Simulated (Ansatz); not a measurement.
SiC$_{4}$ in space group Pn-3m (No. 224; Si on 2a, C on 8e), the program Ansatz at the r²SCAN level (PAW). The conduction-band minimum lies on the Γ–R line, 19 % of the way from Γ, with 8 equivalent valleys. Second derivatives d²E/dk² of the lowest band at one valley (eV·Å²), along Cartesian directions:

| direction | d²E/dk² |
|---|---|
| [100] | 4.571 |
| [010] | 4.571 |
| [001] | 4.571 |
| [110] | 3.087 |
| [101] | 3.087 |
| [011] | 3.087 |

Find the principal effective masses, the density-of-states mass and the conductivity mass.

Off-diagonal terms follow from H_xy = H[110] − (H_xx + H_yy)/2, and m*/mₑ = 7.620 eV·Å² over each eigenvalue: 1.3, 1.3, 4.8. One valley's DOS mass (m₁m₂m₃)^(1/3) = 2.0, conductivity mass 3/(Σ 1/mᵢ) = 1.7 mₑ.

What effective density of states Nc follows at 300 K for parabolic valleys?

Nc = 2.509e19 × 8 × (2.0)^(3/2) ≈ 5.7e20 cm⁻³.

The start of the workflow was typed in or built on a structure type; neither database checked (COD, Materials Project) lists it. Whether it is the stable phase at ambient conditions was not checked. Symmetry was held in the r²SCAN relaxation; whether a distortion lowers the energy is not shown. Its formation energy is positive at this level, so the cell may be metastable or incomplete.

Potentials: the earlier of the program's two PAW sets.

Edges and masses are those of Kohn–Sham bands, whose gap is no quasiparticle gap.
